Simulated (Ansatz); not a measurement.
Zr3Ag:
```cif
data_AgZr3
_chemical_formula_sum 'Ag1 Zr3'
_space_group_name_H-M_alt 'P 1'
_space_group_IT_number 1
_cell_length_a 4.34267
_cell_length_b 4.34267
_cell_length_c 4.34267
_cell_angle_alpha 90.000
_cell_angle_beta 90.000
_cell_angle_gamma 90.000
loop_
_space_group_symop_operation_xyz
  'x, y, z'
loop_
_atom_site_label
_atom_site_type_symbol
_atom_site_fract_x
_atom_site_fract_y
_atom_site_fract_z
_atom_site_occupancy
Ag1 Ag 0.00000 0.00000 0.00000 1
Zr1 Zr 0.50000 0.50000 0.00000 1
Zr2 Zr 0.00000 0.50000 0.50000 1
Zr3 Zr 0.50000 0.00000 0.50000 1
```

Relaxed with PBEsol.

Question: Which orbitals make up the states near the Fermi level in PBEsol in the plane-wave PAW code Ansatz?

Answer: Within 0.5 eV of the Fermi level: Zr 4d 83 %, outside the projected shells 6 %. Projections are on Löwdin-orthogonalised atomic valence shells; empty p or d shells of many metals are not among them.

Question: Tabulate the density of states.

Answer: States/eV per cell of 4 atoms, in 0.25 eV bins, energy from the Fermi level.

```csv
E (eV),total,Zr 4d,Ag 4d,Zr 5s
-6.35,0.00,0.00,0.00,0.00
-6.10,0.07,0.00,0.00,0.05
-5.85,0.20,0.00,0.00,0.13
-5.60,0.31,0.01,0.01,0.19
-5.35,0.72,0.06,0.24,0.26
-5.10,6.93,0.72,5.33,0.60
-4.85,22.52,1.51,19.92,0.72
-4.60,10.47,0.32,9.76,0.20
-4.35,1.20,0.05,0.77,0.22
-4.10,0.97,0.21,0.21,0.28
-3.85,1.53,0.46,0.22,0.35
-3.60,2.43,0.81,0.26,0.41
-3.35,1.00,0.48,0.04,0.16
-3.10,0.79,0.47,0.02,0.19
-2.85,1.53,0.88,0.05,0.42
-2.60,2.79,1.65,0.07,0.78
-2.35,1.42,0.72,0.05,0.53
-2.10,1.02,0.61,0.05,0.31
-1.85,2.24,1.49,0.11,0.52
-1.60,3.38,2.26,0.20,0.73
-1.35,3.88,3.10,0.16,0.40
-1.10,5.46,4.57,0.23,0.42
-0.85,4.78,4.15,0.21,0.19
-0.60,5.14,4.44,0.21,0.18
-0.35,6.02,5.18,0.26,0.23
-0.10,6.00,5.10,0.17,0.28
0.15,4.03,3.21,0.09,0.22
0.40,3.12,2.47,0.07,0.21
0.65,4.51,3.94,0.08,0.20
0.90,6.01,5.32,0.09,0.22
1.15,3.40,2.97,0.06,0.14
1.40,2.60,2.16,0.05,0.15
1.65,3.02,2.34,0.05,0.30
1.90,1.43,1.11,0.02,0.13
2.15,1.83,1.53,0.02,0.13
2.40,3.07,2.67,0.04,0.18
2.65,3.21,2.87,0.06,0.12
```

Space group Pm-3m (Cu3Au type). The workflow started from an entry of the Crystallography Open Database (COD); the relaxed space group is not among those it files for this formula. COD files the formula under space group No. 123, so this cell is another polymorph or a model. Whether it is the stable phase at ambient conditions was not checked. The PBEsol relaxation kept the symmetry of its start; of distortions, only those at the zone centre were tested. No spin polarisation was allowed. Spin–orbit coupling is left out wherever it is not named.

Potentials: the later of the program's two PAW sets.
